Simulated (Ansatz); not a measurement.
InMo3C:
```
InMo3C
1.0
    4.21420     0.00000     0.00000
    0.00000     4.21420     0.00000
    0.00000     0.00000     4.21420
In Mo C
1 3 1
Direct
  0.00000   0.00000   0.00000
  0.00000   0.50000   0.50000
  0.50000   0.00000   0.50000
  0.50000   0.50000   0.00000
  0.50000   0.50000   0.50000
```

Relaxed with PBE. Special points in fractions of this cell's reciprocal vectors: Γ (0.000, 0.000, 0.000); X (0.000, 0.500, 0.000); M (0.500, 0.500, 0.000); R (0.500, 0.500, 0.500).

List the band energies nearest the Fermi level at these points for DFT-PBE with spin–orbit coupling in the program Ansatz with PAW potentials.

In eV from the Fermi level; about four levels below and three above (degenerate sets whole), none deeper than 8.9 eV; points with the same levels are listed once.

```
k                                below                above
-  -----------------------------------  -------------------
Γ  -2.12 -2.12 -2.12 -2.12 -1.97 -1.97  0.35 0.35 0.35 0.35
X              -0.74 -0.74 -0.29 -0.29  0.20 0.20 0.30 0.30
M              -1.14 -1.14 -1.11 -1.11  0.05 0.05 0.44 0.44
R              -1.00 -1.00 -1.00 -1.00  1.02 1.02 1.02 1.02
```

Space group Pm-3m (anti-perovskite). The start of the workflow was typed in or built on a structure type; neither database checked (COD, Materials Project) lists it. Its standing as an ambient phase is unchecked. The cell was relaxed with PBE under the symmetry of its start; its stability against distortions is not shown here. The run is not spin-polarised. Its formation energy is positive at this level, so the cell may be metastable or incomplete.

Potentials: the earlier of the program's two PAW sets.
